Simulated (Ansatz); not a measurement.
Ta3Ge:
```cif
data_Ge8Ta24
_chemical_formula_sum 'Ta24 Ge8'
_space_group_name_H-M_alt 'P42/n :1'
_space_group_IT_number 86
_space_group_name_Hall 'P 4n -1n'
_cell_length_a 10.25181
_cell_length_b 10.25181
_cell_length_c 5.25088
_cell_angle_alpha 90.000
_cell_angle_beta 90.000
_cell_angle_gamma 90.000
loop_
_space_group_symop_operation_xyz
  'x, y, z'
  '-y+1/2, x+1/2, z+1/2'
  '-x, -y, z'
  'y+1/2, -x+1/2, z+1/2'
  '-x+1/2, -y+1/2, -z+1/2'
  'y, -x, -z'
  'x+1/2, y+1/2, -z+1/2'
  '-y, x, -z'
loop_
_atom_site_label
_atom_site_type_symbol
_atom_site_symmetry_multiplicity
_atom_site_Wyckoff_symbol
_atom_site_fract_x
_atom_site_fract_y
_atom_site_fract_z
_atom_site_occupancy
Ta1 Ta 8 g 0.14931 0.01783 0.77989 1
Ta2 Ta 8 g 0.59899 0.08531 0.03332 1
Ta3 Ta 8 g 0.31208 0.21260 0.01515 1
Ge1 Ge 8 g 0.20368 0.02882 0.28362 1
```

Relaxed with r²SCAN.

Which orbitals make up the states near the Fermi level in DFT-r²SCAN in the program Ansatz with PAW potentials?

Within 0.5 eV of the Fermi level: Ta 5d 88 %. Projections are on Löwdin-orthogonalised atomic valence shells; empty p or d shells of many metals are not among them.

Tabulate the density of states.

States/eV per cell of 32 atoms, in 0.25 eV bins, energy from the Fermi level.

```tsv
E (eV)	total	Ta 5d	Ge 4p	Ta 6s
-7.85	0.00	0.00	0.00	0.00
-7.60	0.00	0.00	0.00	0.00
-7.35	0.00	0.00	0.00	0.00
-7.10	0.00	0.00	0.00	0.00
-6.85	0.00	0.00	0.00	0.00
-6.60	3.48	0.82	1.32	1.12
-6.35	15.00	4.16	5.08	4.65
-6.10	16.61	4.58	5.68	5.07
-5.85	11.84	3.56	4.21	3.20
-5.60	7.89	2.61	2.89	1.89
-5.35	10.37	4.01	3.63	2.14
-5.10	11.35	4.75	3.86	2.14
-4.85	15.25	6.75	4.91	2.80
-4.60	14.21	6.69	4.65	2.20
-4.35	14.00	6.81	4.77	1.79
-4.10	14.65	7.48	5.15	1.44
-3.85	13.97	7.36	4.80	1.30
-3.60	12.41	6.61	4.24	1.07
-3.35	17.94	10.13	5.81	1.32
-3.10	27.86	17.63	7.40	1.90
-2.85	30.65	21.09	6.52	2.13
-2.60	23.36	17.72	3.47	1.43
-2.35	32.48	26.25	3.26	1.84
-2.10	32.53	27.08	2.58	1.67
-1.85	35.93	30.91	2.09	1.49
-1.60	35.12	30.02	1.84	1.62
-1.35	30.60	25.79	1.57	1.57
-1.10	31.35	26.60	1.60	1.32
-0.85	24.27	20.39	1.47	1.00
-0.60	22.32	19.42	0.89	0.89
-0.35	20.81	17.92	0.72	0.98
-0.10	18.52	16.20	0.61	0.75
0.15	15.38	13.76	0.50	0.45
0.40	13.62	12.11	0.52	0.36
0.65	16.99	15.23	0.63	0.42
0.90	14.07	12.71	0.48	0.31
1.15	20.01	18.01	0.67	0.43
1.40	20.73	18.73	0.67	0.43
1.65	21.98	19.72	0.75	0.48
1.90	21.01	18.85	0.73	0.43
2.15	25.00	22.58	0.72	0.55
2.40	28.81	26.04	0.88	0.56
2.65	26.10	23.50	0.84	0.61
2.90	22.28	19.87	0.77	0.59
3.15	28.05	25.11	0.92	0.82
```

Space group P4_2/n. The first step of the workflow began from a Materials Project structure, measured or hypothetical; the Crystallography Open Database copy checked does not list it. Whether it is the stable phase at ambient conditions was not checked. The cell was relaxed with r²SCAN under the symmetry of its start; whether a distortion lowers the energy is not shown. No spin polarisation was allowed. Scalar-relativistic: spin–orbit coupling is off unless named, which matters more the heavier the elements.

Potentials: the later of the program's two PAW sets.
